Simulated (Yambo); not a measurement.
G0W0@PBEsol for N (space group P6_3/mmc, No. 194) in Yambo. Reference settings: 3×3×2 Γ-centred k mesh, 184 bands and a 8 Ry block in the screening, 184 bands in G with the Bruneval-Gonze terminator, plasmon pole fitted at 27.2 eV. The PBEsol gap Γ → K on this mesh is 7.08 eV; G0W0 gaps are taken between the same points.

With and without the terminator, as bands are cut:

```json
[
 {"bands in G (in W)": "61 (184)", "gap, terminator (eV)": "13.565", "gap, none (eV)": "13.594", "valence shift, terminator (eV)": "-3.073", "valence shift, none (eV)": "-2.591"},
 {"bands in G (in W)": "113 (184)", "gap, terminator (eV)": "13.546", "gap, none (eV)": "13.566", "valence shift, terminator (eV)": "-3.074", "valence shift, none (eV)": "-2.814"},
 {"bands in G (in W)": "184 (184)", "gap, terminator (eV)": "13.537", "gap, none (eV)": "13.546", "valence shift, terminator (eV)": "-3.068", "valence shift, none (eV)": "-2.933"}
]
```

Over this range the gap spans 0.028 eV with the terminator and 0.048 eV without, the valence shift 0.006 eV and 0.342 eV. Neither column has reached its limit for certain.

Geometry relaxed with PBE+D3(BJ); primitive cell a = 3.799 Å, b = 3.799 Å, c = 7.420 Å, α = 90.00°, β = 90.00°, γ = 120.00°.

The structure is a Materials Project entry; no match was found in the copy of COD used, and its stability was not checked.

A shift is the quasiparticle energy of the state minus its PBEsol energy.
